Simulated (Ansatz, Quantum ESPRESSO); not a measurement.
Equation of state of Be2Si under PBE

Space group Fm-3m (No. 225). a = 5.280 Å, b = 5.280 Å, c = 5.280 Å, α = 90.00°, β = 90.00°, γ = 90.00°
```json
{"atom": "Si", "site": "4a", "symmetry": "m-3m", "x": "0.0000", "y": "0.0000", "z": "0.0000"}
{"atom": "Be", "site": "8c", "symmetry": "-43m", "x": "0.2500", "y": "0.7500", "z": "0.7500"}
```

The cell comes from a database or a generator and needn't be the stable form of this composition.

The cell was scaled at fixed shape and fractions and run with Ansatz, Ansatz PAW, cutoff 420 eV; PBE, k mesh 9 × 9 × 9 on the cell of 3 atoms, fermi-dirac occupations of 0.05 eV, no spin polarisation, no spin-orbit coupling. Energies are those that the program minimises, any entropy of the smearing included. For a metal such a mesh isn't converged to the digits shown.

```csv
V (Å³/atom),energy over the lowest row (meV/atom)
11.5305,15.881
11.7758,7.012
12.0212,1.829
12.2665,0.000
12.5118,1.235
12.7572,?
13.0025,11.846
```

Question: Fit the third-order Birch-Murnaghan form, give V0, B0 and B′, and predict the energy left open.

Answer: With y = (V0/V)^(2/3), E = E0 + (9 V0 B0/16) [(y - 1)³ B′ + (y - 1)² (6 - 4y)]. Least squares through the rows shown give V0 = 12.2865 Å³/atom, E0 = -0.010 meV, B0 = 99.34 GPa (1 eV/Å³ = 160.218 GPa) and B′ = 3.59, with a largest miss of 0.005 meV. At V = 12.7572 the form with these constants gives 5.267 meV; the run gave 5.267 meV an atom. Other set-ups at this level, from all their volumes (Å³/atom, GPa): Quantum ESPRESSO, SSSP 1.3 efficiency PBE: V0 12.304, B0 99.41.
